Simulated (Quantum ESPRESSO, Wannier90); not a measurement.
# Wannierisation of RuO₂ (rutile)

```
begin unit_cell_cart
ang
    4.4825000000    0.0000000000    0.0000000000
    0.0000000000    4.4825000000    0.0000000000
    0.0000000000    0.0000000000    3.1113400000
end unit_cell_cart
begin atoms_frac
Ru   0.5000000000  0.5000000000  0.5000000000
Ru   0.0000000000  0.0000000000  0.0000000000
O   -0.1945600000  0.1945600000  0.5000000000
O    0.1945600000 -0.1945600000  0.5000000000
O    0.3054400000  0.3054400000  0.0000000000
O   -0.3054400000 -0.3054400000  0.0000000000
end atoms_frac
```

Cell from Materials Project (mp-825), symmetrised, no further relaxation. COD (Crystallography Open Database) has an entry of this formula and space group (matched by these alone). Method: PBEsol plane waves in Quantum ESPRESSO 7.5 (PseudoDojo norm-conserving files, 68 Ry, spinors with spin-orbit coupling), Bloch states on a 4×4×6 mesh through Γ, Wannier90 4.0.1. Density: 8×8×10 mesh, cold smearing 0.01 Ry.

A tight-binding model is made by disentanglement and projection with no localisation steps (num_iter = 0), so the 44 orbitals stay atom-like: hydrogen-like Ru: d; O: p, axes along x, y, z; frozen window up to 3.00 eV relative to the Fermi level. It follows pw.x to 0.5 meV rms for states up to 1.0 eV relative to the Fermi level. Matrix elements depend on this choice of orbitals and windows.

The 20 largest hoppings ⟨m,0|H|n,R⟩ between different sites (one of each Hermitian pair; signs follow the real orbitals' lobes; the list may end inside a set of equal values):

```
m                n      R  distance of the centres (Å)  t (eV)  Im t (eV)
--------  --------  -----  ---------------------------  ------  ---------
O5 px↑    Ru2 dxy↑  0 0 0                         1.93   1.691      0.006
O5 px↓    Ru2 dxy↓  0 0 0                         1.93   1.691     -0.006
O5 py↑    Ru2 dxy↑  0 0 0                         1.93   1.691     -0.006
O5 py↓    Ru2 dxy↓  0 0 0                         1.93   1.691      0.006
O6 px↑    Ru2 dxy↑  0 0 0                         1.93  -1.691     -0.006
O6 px↓    Ru2 dxy↓  0 0 0                         1.93  -1.691      0.006
O6 py↑    Ru2 dxy↑  0 0 0                         1.93  -1.691      0.006
O6 py↓    Ru2 dxy↓  0 0 0                         1.93  -1.691     -0.006
Ru1 dxy↑    O4 px↑  0 1 0                         1.93   1.691      0.006
Ru1 dxy↑    O4 py↑  0 1 0                         1.93  -1.691      0.006
Ru1 dxy↓    O4 px↓  0 1 0                         1.93   1.691     -0.006
Ru1 dxy↓    O4 py↓  0 1 0                         1.93  -1.691     -0.006
Ru1 dxy↑    O3 px↑  1 0 0                         1.93  -1.691     -0.006
Ru1 dxy↑    O3 py↑  1 0 0                         1.93   1.691     -0.006
Ru1 dxy↓    O3 px↓  1 0 0                         1.93  -1.691      0.006
Ru1 dxy↓    O3 py↓  1 0 0                         1.93   1.691      0.006
O5 pz↑    Ru1 dxz↑  0 0 0                         1.98  -1.316     -0.003
O5 pz↑    Ru1 dyz↑  0 0 0                         1.98  -1.316      0.003
O5 pz↓    Ru1 dxz↓  0 0 0                         1.98  -1.316      0.003
O5 pz↓    Ru1 dyz↓  0 0 0                         1.98  -1.316     -0.003
```
